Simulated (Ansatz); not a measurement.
An Ansatz (a program for electronic structure) input:

Ansatz 0.2 input:
```yaml
crystal:
  lattice:
    - [4.3104403336, 0.0, 0.0]
    - [-2.1552201668, 3.7329508304, 0.0]
    - [0.0, 0.0, 7.0828152879]
  atoms:
    - { symbol: In, position: [0.6666666667, 0.3333333333, 0.5005504772] }
    - { symbol: In, position: [0.3333333333, 0.6666666667, 0.0005504772] }
    - { symbol: As, position: [0.6666666667, 0.3333333333, 0.8749495228] }
    - { symbol: As, position: [0.3333333333, 0.6666666667, 0.3749495228] }
kpoints:
  mp_grid: { grid: [6, 6, 3] }
hamiltonian:
  xc: hse06
  pseudopotentials: { kind: paw }
scf:
  n_extra_bands: 6
  occupations: { method: fixed }
output:
  eigenvalues: true
  eigenstates:
    e_range: [-9.0, 8.2]
    kpoints:
      - [0.0, 0.0, 0.0]  # VBM
      - [0.0, 0.0, 0.0]  # CBM
```

### Question
How many symmetry operations and irreducible k-points will the run report?

### Answer
12 operations, 14 of 108 k-points.

### Question
With a cutoff of 420 eV, how many plane waves at Γ?

### Answer
2237.

It took about 2.5 core-minutes (a rough figure) on shared server cores.

The points marked VBM and CBM come from a semilocal run.

Space group P6_3mc (wurtzite). The first step of the workflow began from a Materials Project structure, measured or hypothetical; the Crystallography Open Database copy checked does not list it. It is not the phase usual at ambient conditions (space group No. 216). The cell was relaxed with r²SCAN under the symmetry of its start; its stability against distortions is not shown here.

Potentials: the later of the program's two PAW sets.

Ansatz is a plane-wave DFT program.
